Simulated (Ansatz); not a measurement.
NaMgF₃:
```yaml
crystal:
  lattice:
    - [3.90726, 0.00000, 0.00000]
    - [0.00000, 3.90726, 0.00000]
    - [0.00000, 0.00000, 3.90726]
  atoms:
    - { symbol: Na, position: [0.00000, 0.00000, 0.00000] }
    - { symbol: Mg, position: [0.50000, 0.50000, 0.50000] }
    - { symbol: F, position: [0.50000, 0.50000, 0.00000] }
    - { symbol: F, position: [0.00000, 0.50000, 0.50000] }
    - { symbol: F, position: [0.50000, 0.00000, 0.50000] }
```

Relaxed with HSE06.

Task: Give the Bader charges and basin volumes of the independent atoms, plane-wave PAW HSE06 (Ansatz code).

Result: 

```tsv
atom	Bader charge (e)	Bader volume (Å³)
Na1	+0.93	9.6
Mg2	+1.79	4.2
F3	-0.91	15.3
```

Space group Pm-3m (cubic perovskite). The workflow started from a Materials Project entry (that database holds measured and hypothetical structures alike); the Crystallography Open Database copy checked does not list it. COD files the formula under space group No. 62. Its standing as an ambient phase is unchecked. The cell was relaxed with HSE06 under the symmetry of its start; its stability against distortions is not shown here.

Potentials: the later of the program's two PAW sets.
